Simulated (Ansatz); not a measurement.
**Bi2Te: from a guess to a relaxed structure**

Computed with DFT PBE, scalar-relativistic, plane waves, PAW in Ansatz. Cutoff 420 eV, Gaussian smearing, Γ-centred meshes. Cell and atoms relax first on a coarse mesh and then on a finer one. In between, the cell is made exact in the group found at 0.06 Å. In metals the finer mesh still leaves noise of several meV/atom or more. The steps can't lower the symmetry of their start. No spin polarisation.

The cell of Bi2Te is invented: random cell by space group and Wyckoff sites (P42_12, No. 90). Its size is a rough estimate.

```cif
data_structure
_symmetry_space_group_name_H-M 'P42_12'
_symmetry_Int_Tables_number 90
_cell_length_a 6.5582
_cell_length_b 6.5582
_cell_length_c 5.0114
_cell_angle_alpha 90.000
_cell_angle_beta 90.000
_cell_angle_gamma 90.000
_cell_volume 215.54
loop_
_atom_site_label
_atom_site_type_symbol
_atom_site_symmetry_multiplicity
_atom_site_Wyckoff_symbol
_atom_site_fract_x
_atom_site_fract_y
_atom_site_fract_z
_atom_site_occupancy
Bi1 Bi 4 f 0.24673 0.24673 0.50000 1
Te1 Te 2 c 0.00000 0.50000 0.54827 1
```

The zero of energy is the elements' standard structures at the same level; no fitted shifts are applied.

Q: What does it relax into?

A: The symmetry stays P42_12 (No. 90). The volume per atom grows by 12.6 %, from 35.9 to 40.5 Å³. The shortest distance goes from 2.33 Å (Bi–Te) to 3.21 Å (Bi–Te). The ratio c/a of the conventional cell changes by a factor of 1.17. The energy falls by about 4.3 eV/atom (the start's value is from the coarse mesh). The end is written in a standard setting, so origin, axes and order of atoms can differ from the start's. Conventional cell: a = 6.478 Å, c = 5.784 Å. Bi has 2 Te at 3.21 Å and 4 Bi at 3.25 Å; Te is surrounded by 4 Bi at 3.21 Å.

```cif
data_structure
_symmetry_space_group_name_H-M 'P 1'
_symmetry_Int_Tables_number 1
_cell_length_a 6.4783
_cell_length_b 6.4783
_cell_length_c 5.7843
_cell_angle_alpha 90.000
_cell_angle_beta 90.000
_cell_angle_gamma 90.000
_cell_volume 242.75
loop_
_atom_site_label
_atom_site_type_symbol
_atom_site_fract_x
_atom_site_fract_y
_atom_site_fract_z
_atom_site_occupancy
Bi1 Bi 0.23008 0.23008 0.50000 1
Bi2 Bi 0.76992 0.76992 0.50000 1
Bi3 Bi 0.26992 0.73008 0.50000 1
Bi4 Bi 0.73008 0.26992 0.50000 1
Te1 Te 0.00000 0.50000 0.88808 1
Te2 Te 0.50000 0.00000 0.11192 1
```

Q: Give its energy and gap.

A: The formation energy is +0.08 eV/atom and the gap on the 6×6×8 mesh of the 6-atom cell is 0 eV (the bands overlap slightly).

It can't be a ground state, since the elements alone are lower.

The last run used Gaussian smearing of 0.10 eV. No dispersion correction is applied, so the spacing and binding between layers, chains or molecules are poorly described. These runs have no spin–orbit coupling, which can matter for Bi and Te. The zero gap may come from the functional, which often closes small gaps, or the cell may be a true semimetal. The reference form of Te is held partly by dispersion forces, which this level lacks. A structure relaxed within its symmetry needn't be a true minimum. Another cell of Bi2Te relaxed alike, in I4_1/amd (a Materials Project cell), lies 124 meV/atom lower, so this cell isn't the stable form at this level.
